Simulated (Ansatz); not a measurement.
ZrPbO3:
```
CELL_PARAMETERS angstrom
      2.95587     1.70657     4.89975
     -2.95587     1.70657     4.89975
      0.00000    -3.41315     4.89975
ATOMIC_POSITIONS crystal
  Pb 0.28777 0.28777 0.28777
  Pb 0.78777 0.78777 0.78777
  Zr 0.01495 0.01495 0.01495
  Zr 0.51495 0.51495 0.51495
  O  0.29760 0.73533 0.21464
  O  0.21464 0.29760 0.73533
  O  0.73533 0.21464 0.29760
  O  0.23533 0.79760 0.71464
  O  0.71464 0.23533 0.79760
  O  0.79760 0.71464 0.23533
```

Relaxed with PBE. Special points in fractions of this cell's reciprocal vectors: Γ (0.000, 0.000, 0.000); T (0.500, 0.500, 0.500); H2 (0.752, 0.248, 0.500); H0 (0.500, -0.248, 0.248); L (0.500, 0.000, 0.000); S0 (0.374, -0.374, 0.000); S2 (0.626, 0.000, 0.374); F (0.500, 0.000, 0.500).

### Question
List the band energies nearest the valence-band maximum at these points for DFT-PBE with spin–orbit coupling in the program Ansatz with PAW potentials.

### Answer
In eV from the valence-band maximum; about four levels below and three above (degenerate sets whole), none deeper than 8.9 eV; points with the same levels are listed once.

| k | below | above |
|---|---|---|
| Γ | -0.44 -0.44 -0.24 -0.24 | 3.66 3.66 3.66 3.66 |
| T | -0.37 -0.37 -0.37 -0.37 | 3.31 3.31 3.31 3.31 |
| H2 | -0.36 -0.36 -0.31 -0.31 | 3.35 3.35 3.55 3.55 |
| L | -0.64 -0.64 -0.64 -0.64 | 3.29 3.29 3.43 3.43 |
| S0 | -0.62 -0.57 -0.23 -0.19 | 3.09 3.27 3.60 |
| F | -0.54 -0.54 0.00 0.00 | 2.79 2.79 3.77 3.77 |

Space group R3c. The start of the workflow was typed in or built on a structure type; neither database checked (COD, Materials Project) lists it. COD files the formula under space group No. 38, 55. Whether it is the stable phase at ambient conditions was not checked. Symmetry was held in the PBE relaxation; whether a distortion lowers the energy is not shown. No spin polarisation was allowed.

Potentials: the earlier of the program's two PAW sets.
